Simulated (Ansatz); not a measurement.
W2C in space group Pnnm (No. 58; W on 4g, C on 2a), PBE (plane waves, PAW; program Ansatz), all energies at zero smearing, with the estimated change up to a 700 eV cutoff added, with one set of potentials and settings (totals compare only within such a set). Cell of 6 atoms (4 W, 2 C): -42041.345 eV.

```tsv
element	reference phase	E (eV/atom)
W	Im-3m, 1 atoms in the cell	-10384.8193
C	P6_3/mmc, 4 atoms in the cell	-250.9479
```

Formation energy per atom, worked out: (-42041.345 − 4×(-10384.8193) − 2×(-250.9479))/6 = -0.029 eV/atom (-3 kJ per mol of atoms), at 0 K, without zero-point energy or fitted corrections.

The workflow started from a Materials Project entry (that database holds measured and hypothetical structures alike); the Crystallography Open Database copy checked does not list it. Its standing as an ambient phase is unchecked. Symmetry was held in the PBE relaxation; its stability against distortions is not shown here. No spin polarisation was allowed. The references are the lowest solids computed at this level, not always the standard phases. Spin–orbit coupling is left out wherever it is not named.

Potentials: the later of the program's two PAW sets.
